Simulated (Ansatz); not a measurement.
**Cs2PdCl4: reading a single point**

```yaml
crystal:
  lattice:
    - [7.23654, 0.00000, 0.00000]
    - [0.00000, 7.23654, 0.00000]
    - [0.00000, 0.00000, 4.21446]
  atoms:
    - { symbol: Cs, position: [0.00000, 0.50000, 0.50000] }
    - { symbol: Cs, position: [0.50000, 0.00000, 0.50000] }
    - { symbol: Pd, position: [0.00000, 0.00000, 0.00000] }
    - { symbol: Cl, position: [0.23000, 0.23000, 0.00000] }
    - { symbol: Cl, position: [0.77000, 0.23000, 0.00000] }
    - { symbol: Cl, position: [0.77000, 0.77000, 0.00000] }
    - { symbol: Cl, position: [0.23000, 0.77000, 0.00000] }
```

Level: r2SCAN, no spin polarisation; 500 eV; 4×4×6 Γ-centred mesh; fermi-dirac occupations (width 0.1 eV); Ansatz 0.2.0, fixed geometry.

Task: Describe some of the short contacts.

Result: Pd–Cl at 2.35 Å: least valence density 0.55 e/Å³ and ELF 0.23 there. Cs–Cl at 3.32 Å: least valence density 0.10 e/Å³ and ELF 0.06 there, a closed-shell (ionic or weak) contact. Both are smooth PAW fields, read partly inside the augmentation spheres.

Task: What is the formation energy?

Result: -1.59 eV an atom against the elements' usual phases (free molecules for gases, crystals otherwise, with no correction for O₂ or N₂), so it is bound against them; other compounds may still compete. Relaxing would lower it.

Task: What is the character of the valence top and the conduction bottom?

Result: Within 0.7 eV of the edges, the states project mainly on Pd d (61 %) and Cl p (35 %) below the gap and on Cl p (50 %) and Pd d (45 %) above it.

Task: Metal or insulator? Give the gap.

Result: The gap is 1.69 eV, indirect (the least direct gap found is 1.73 eV).

Task: What does the stress say?

Result: The pressure is 2.6 GPa (compression positive), so with the atoms held at these fractions the cell would first expand. The principal stresses 1.8, 1.8, 4.2 GPa differ, so its shape would change too.

Origin: a known structure type with other elements, at an estimated volume, so it need not be a known compound. Caveats: the exchange-correlation potential is rough where the density is thin.
